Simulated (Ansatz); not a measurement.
# Fields on a plane of Y (hcp, Mg type)

```
CELL_PARAMETERS angstrom
      3.65564     0.00000     0.00000
     -1.82782     3.16588     0.00000
      0.00000     0.00000     5.67870
ATOMIC_POSITIONS crystal
  Y  0.33333 0.66667 0.75000
  Y  0.66667 0.33333 0.25000
```

The slice is a (0001) plane (indices of the conventional cell) through the point (0.667, 0.333, 0.250) (fractional), spanned by u = [110] and v = [1 -1 0] in vectors of this cell: u (3.66 Å) and v (6.33 Å, at 90° to u). It covers one period; positions are fractions (u, v).

Atoms on it: Y at (0.00, 0.00); Y at (0.50, 0.50).

All values below come from PBE (plane waves to 420 eV, PAW, scalar-relativistic; Ansatz, a first-principles code). k mesh 15×15×8. These are valence fields of a PAW run, semicore shells included where kept as valence: close to a nucleus they are smooth pseudo fields. Y is run without spin polarisation. Y was relaxed with its symmetry unable to fall.

```
|xxxxxxxx  --**##**--  xxxxxx|
|xxxxxxxx  ==##%%##==  xxxxxx|
|xxxxxx  ::**%%@@%%**::  xxxx|
|      ::++##@@@@@@##++::    |
|----==**##%%%%%%%%%%##**==--|
|############################|
|@@@@%%##**==--::--==**##%%@@|
|@@@@%%**::          ::**%%@@|
|@@%%**--  xxxxxxxxxx  --**%%|
|%%%%++  xxxxxxxxxxxxxx  ++%%|
|%%##--  xxxxxxxxxxxxxx  --##|
|##**::  xxxxxxxxxxxxxx  ::**|
|##**--  xxxxxxxxxxxxxx  --**|
|%%##==  xxxxxxxxxxxxxx  ==##|
|@@%%**::  xxxxxxxxxx  ::**%%|
|@@@@##++::          ::++##@@|
|%%%%%%##**==------==**##%%%%|
|############################|
|::--==**##%%@@@@@@%%##**==--|
|      ::**%%@@@@@@%%**::    |
|xxxxxx  --**%%@@%%**--  xxxx|
|xxxxxxxx  ++%%%%%%++  xxxxxx|
|xxxxxxxx  --##%%##--  xxxxxx|
|xxxxxxxx  ::**##**::  xxxxxx|
```
Scale: ten equal steps from -1.00 (start of ' ') to 7.99 (end of '@'), in the order ' .:-=+*#%@'. Values: electrostatic potential energy of an electron, from the cell's mean, in eV. The map has 14 points along u (two characters each, u = 0 at the left) and 24 along v (v = 0 in the bottom row). Points within 1 Å of a nucleus are blanked (x), as the pseudised field means little there. Values under -1 eV are set to -1. The zero, the cell's mean, hangs on the PAW cores.

```
|xxxx9999330000110000339999xx|
|9999996611001122110011669999|
|9988662200001122110000226688|
|3322110000112233221100001122|
|0000000011112222221111000000|
|2222222211110000001111222222|
|7766442200000000000000224466|
|8877441100113333331100114477|
|7755220022668899886622002255|
|5533001166999999999966110033|
|331100338899xxxxxx9988330011|
|220000449999xxxxxx9999440000|
|110000339999xxxxxx9999330000|
|2211001166999999999966110011|
|2211000022668899886622000011|
|3322110000112233221100001122|
|2222111100000000000000111122|
|0000111122222222222222111100|
|0000000022446677664422000000|
|3333110011447788774411001133|
|9988662200225577552200226688|
|9999996611003355330011669999|
|xxxx9988330011331100338899xx|
|xxxx9999440000220000449999xx|
```
Scale: ten equal steps from 0.09 (start of '0') to 0.86 (end of '9'), in the order '0123456789'. Values: electron localisation function (ELF). The map has 14 points along u (two characters each, u = 0 at the left) and 24 along v (v = 0 in the bottom row). Points within 0.5 Å of a nucleus are blanked (x), as the pseudised field means little there.

The density on the Y–Y line (3.66 Å) at its midpoint comes out as 0.09 e/Å³ and the ELF at that point comes out as 0.25.
